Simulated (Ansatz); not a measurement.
**Phonons of AlCo (Pm-3m)**

```
CELL_PARAMETERS angstrom
2.79393 0.00000 0.00000
0.00000 2.79393 0.00000
0.00000 0.00000 2.79393
ATOMIC_POSITIONS crystal
Al 0.00000 0.00000 0.00000
Co 0.50000 0.50000 0.50000
```

Unless marked otherwise, the numbers come from LDA, all-electron LAPW in Ansatz 0.2.0, scalar-relativistic. k mesh 12×12×12, Fermi-Dirac smearing of 0.050 eV, basis error target 0.5 meV/atom. The cell was relaxed by PAW under this functional. The structure is one entry of a database and needn't be the stable phase.

Atoms are displaced by 0.01 Å in the smallest supercells that hold the wave vectors of a 2×2×2 mesh. Negative values stand for unstable modes.

(1) What are the phonon energies at the solved wave vectors, in cm⁻¹?

(2) Is the structure dynamically stable at these wave vectors?

(3) How do the optical zone-centre modes decompose, and which are active?

(4) How well do frozen-core PAW files reproduce these all-electron values?

(5) The cell is scaled evenly to 21.482 and 22.137 Å³ (from 21.810), with free atoms relaxed and the shape held. What are the mode Grüneisen parameters γ = −d ln ω/d ln V?

## Answers

(1) 

| q | point | modes (cm⁻¹) |
| --- | --- | --- |
| 0.000 0.000 0.000 | Gamma | 345.3 (×3) |
| 0.500 0.000 0.000 | X | 215.7 (×2), 265.1, 300.1 (×2), 427.8 |
| 0.500 0.500 0.000 | M | 196.4 (×2), 244.3, 290.6, 406.8 (×2) |
| 0.500 0.500 0.500 | R | 255.4 (×3), 379.5 (×3) |

(2) Yes, no mode is unstable there; wave vectors off this mesh aren't tested.

(3) Point group m-3m: Γ_opt = T1u.

```
label   cm⁻¹  activity     mostly
  T1u  345.3        IR  Al (69 %)
```

In a metal the activity is that of symmetry alone; free carriers screen the infrared modes.

(4) With a cutoff of 420 eV and displacements of 0.0025 Å, the r.m.s. difference over the modes is 0.3 cm⁻¹; the largest difference is 265.6 (PAW) against 265.1 cm⁻¹ (LAPW).

(5) For the highest mode, 437.5 cm⁻¹ in the small cell and 418.3 in the large one give γ ≈ 1.50. From the change of the dynamical matrix on each mode:

```json
{"point": "Gamma", "cm⁻¹": "345.3", "γ": "1.81"}
{"point": "X", "cm⁻¹": "215.7", "γ": "1.71"}
{"point": "X", "cm⁻¹": "265.1", "γ": "1.75"}
{"point": "X", "cm⁻¹": "300.1", "γ": "1.58"}
{"point": "X", "cm⁻¹": "427.8", "γ": "1.50"}
{"point": "M", "cm⁻¹": "196.4", "γ": "1.42"}
{"point": "M", "cm⁻¹": "244.3", "γ": "1.49"}
{"point": "M", "cm⁻¹": "290.6", "γ": "1.62"}
{"point": "M", "cm⁻¹": "406.8", "γ": "1.86"}
{"point": "R", "cm⁻¹": "255.4", "γ": "2.10"}
{"point": "R", "cm⁻¹": "379.5", "γ": "1.59"}
```

Weighted by the modes' heat capacities at 300 K, the mean on this mesh is 1.66; it moves with the q mesh, and a coarse one overweights the zone boundary.

Limits of these numbers: responses of metals move with mesh and smearing; the frozen-core PAW files of the compared runs were fitted under PBE, their cores solved anew for this functional.
